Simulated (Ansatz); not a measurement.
A relaxed structure of Si2Mo. Computed with PBEsol (plane waves to 420 eV, PAW, scalar-relativistic; Ansatz, a program for electronic structure).

```
CELL_PARAMETERS angstrom
      4.57474     0.00000     0.00000
     -2.28737     3.96184     0.00000
      0.00000     0.00000     6.56669
ATOMIC_POSITIONS crystal
  Mo 0.50000 0.00000 0.00000
  Mo 0.50000 0.50000 0.33333
  Mo 0.00000 0.50000 0.66667
  Si 0.16417 0.32834 0.00000
  Si 0.83583 0.16417 0.33333
  Si 0.67166 0.83583 0.66667
  Si 0.83583 0.67166 0.00000
  Si 0.16417 0.83583 0.33333
  Si 0.32834 0.16417 0.66667
```

Problem. Determine the symmetry and give the standard cell with its independent sites.

Solution. Space group P6₂22 (No. 180); a = 4.5747 Å, b = 4.5747 Å, c = 6.5667 Å, α = 90.00°, β = 90.00°, γ = 120.00°

| atom | site | symmetry | x | y | z |
|---|---|---|---|---|---|
| Mo | 3c | 222 | 0.5000 | 0.0000 | 0.0000 |
| Si | 6i | ..2 | 0.1642 | 0.3283 | 0.0000 |

This is the AFLOW prototype AB2_hP9_180_d_j (C40, as in CrSi2).

Problem. Give the shortest distances between elements (the closest pairs, up to four, under 3.6 Å).

Solution. Si–Si 2.55 Å; Mo–Si 2.56 Å; Mo–Mo 3.17 Å.

```yaml
volume_per_atom: 13.22 Å³
band_gap: 0.04 eV, indirect (valence top at L, conduction bottom at M) (no spin-orbit coupling)
smallest_direct_gap: 0.53 eV at L
```

No spin polarisation in the result.

The run could not lose the symmetry of its start; a randomly shaken copy of 9 atoms returns to this structure.

The first start was generated by placing the elements on the sites of a structure type. Materials Project lists a structure of Si2Mo in the same space group, P6₂22 (No. 180); the sites were not compared with it, nor with measured phases. Known forms of Si2Mo include space group No. 139.
